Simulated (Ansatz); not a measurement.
Data:

ScPt:
```
CELL_PARAMETERS angstrom
      3.28557     0.00000     0.00000
      0.00000     3.28557     0.00000
      0.00000     0.00000     3.28557
ATOMIC_POSITIONS crystal
  Pt 0.00000 0.00000 0.00000
  Sc 0.50000 0.50000 0.50000
```

This is the r²SCAN-relaxed structure.

Problem. All from r²SCAN (plane waves, PAW; program Ansatz), unless another level is named. Give the formation energy from the elements (no fitted shifts).

Solution. -1.32 eV/atom.

Problem. Next, the density of states at the Fermi level?

Solution. 0.57 states/eV per atom (mean over ±0.08 eV).

Problem. Predict the gap with spin–orbit coupling.

Solution. none (metallic).

Space group Pm-3m (CsCl type). The workflow started from an entry of the Crystallography Open Database (COD). Its standing as an ambient phase is unchecked. Symmetry was held in the r²SCAN relaxation; whether a distortion lowers the energy is not shown. The run is not spin-polarised. The references are the lowest solids computed at this level, not always the standard phases. Spin–orbit coupling is left out wherever it is not named.

Potentials: the later of the program's two PAW sets.
